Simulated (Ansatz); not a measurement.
# Two inputs for ZnS with Mg replacing Zn

Cell: a supercell of ZnS (space group P6_3mc) built from a COD entry (the entry's cell lengths or inner coordinates differ somewhat from later room-temperature determinations), with all atoms left at the host's positions.

Space group P31m (No. 157); a = 6.6026, c = 18.6900 Å, γ = 120.00°.

| site | Wyckoff | site symmetry | x | y | z |
| --- | --- | --- | --- | --- | --- |
| Zn1 | 3c | ..m | 0.6667 | 0.0000 | 0.0000 |
| Zn4 | 3c | ..m | 0.6667 | 0.0000 | 0.5000 |
| Zn7 | 3c | ..m | 0.0000 | 0.3333 | 0.1667 |
| Zn10 | 1a | 3.m | 0.0000 | 0.0000 | 0.6667 |
| Zn11 | 2b | 3.. | 0.3333 | 0.6667 | 0.6667 |
| Mg | 1a | 3.m | 0.0000 | 0.0000 | 0.3333 |
| Zn14 | 2b | 3.. | 0.3333 | 0.6667 | 0.3333 |
| Zn16 | 3c | ..m | 0.0000 | 0.3333 | 0.8333 |
| S19 | 3c | ..m | 0.6667 | 0.0000 | 0.1250 |
| S22 | 3c | ..m | 0.6667 | 0.0000 | 0.6250 |
| S25 | 3c | ..m | 0.0000 | 0.3333 | 0.2917 |
| S28 | 1a | 3.m | 0.0000 | 0.0000 | 0.7917 |
| S29 | 2b | 3.. | 0.3333 | 0.6667 | 0.7917 |
| S31 | 1a | 3.m | 0.0000 | 0.0000 | 0.4583 |
| S32 | 2b | 3.. | 0.3333 | 0.6667 | 0.4583 |
| S34 | 3c | ..m | 0.0000 | 0.3333 | 0.9583 |

One atom of each set is listed.

Reference run. The numbers come from a DFT calculation in Ansatz (PBE, plane waves and PAW, scalar-relativistic, 420 eV cutoff, Γ-centred 3×3×1 k-points, Fermi–Dirac smearing 0.01 eV).

Problem. The input is changed as follows: `basis.ecutwfc`: not typed → 300 eV. What happens to V_zz (10²¹ V/m²) and η?

Solution. 

| site | V_zz reference | η reference | V_zz changed | η changed |
| --- | --- | --- | --- | --- |
| Zn4 | -0.12 | 0.30 | -0.12 | 0.26 |
| Zn7 | 0.13 | 0.31 | 0.10 | 0.37 |
| Zn10 | 0.100 | 0.00 | 0.072 | 0.00 |
| Zn11 | 0.11 | 0.00 | 0.081 | 0.00 |
| Mg | 0.023 | 0.00 | 0.011 | 0.00 |
| Zn14 | 0.11 | 0.00 | 0.080 | 0.00 |
| Zn16 | 0.067 | 0.02 | 0.044 | 0.06 |
| S25 | -4.65 | 0.05 | -4.67 | 0.05 |
| S28 | 0.035 | 0.00 | 0.052 | 0.00 |
| S29 | 0.030 | 0.00 | 0.049 | 0.00 |
| S31 | -4.64 | 0.00 | -4.67 | 0.00 |
| S34 | 0.060 | 0.05 | 0.045 | 0.07 |

The largest change of V_zz is on S31, from -4.64 to -4.67. In per cent, |V_zz| changes by 0 to +1 on S (all sites that start above 0.5). The table leaves out 4 of the 16 sites, with |V_zz| up to 0.18; their tensors move by 0.02 at most along any direction. The statements above cover all sites. SCF iterations: 7 and 8. New warnings: cutoff below recommended. In the changed run the cutoff of 300 eV lies below the one recommended for these PAW files, so its values aren't converged ones.

On the reference run: The defect repeats with the cell of 36 atoms, so it feels its images: sites between two images don't show the values beside a lone defect, and zeros or small values of η there can come from the images' arrangement. S and Zn carry a gradient in the pure host already, so the values there aren't the defect's effect alone. The neighbours have not yet relaxed around the defect (largest force 0.75 eV/Å), so a real crystal will differ.
